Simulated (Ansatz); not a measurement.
AlRu (CsCl type, space group No. 221) at seven volumes, LDA in the plane-wave PAW code Ansatz, scaled uniformly. One row is withheld.

```csv
V (Å³/atom),P (GPa)
11.726,26.85
12.112,16.42
12.499,7.56
12.886,0.01
13.272,-6.41
13.659,-11.87
14.045,?
```

Task: Fit the shown pressures and predict the withheld one.

Result: P = (3/2)B₀(x^(7/2) − x^(5/2))[1 + (3/4)(B′ − 4)(x − 1)] with x = (V₀/V)^(2/3). Least squares on the six rows gives V₀ = 12.886 Å³/atom, B₀ = 231 GPa, B′ = 4.36. At V = 14.045, x = 0.9442 and P = -16.50 GPa. The run itself gave -16.51 GPa.

Space group Pm-3m (CsCl type). The cell was relaxed with LDA under the symmetry of its start; of distortions, only those at the zone centre were tested. No spin polarisation was allowed.

Potentials: the later of the program's two PAW sets.
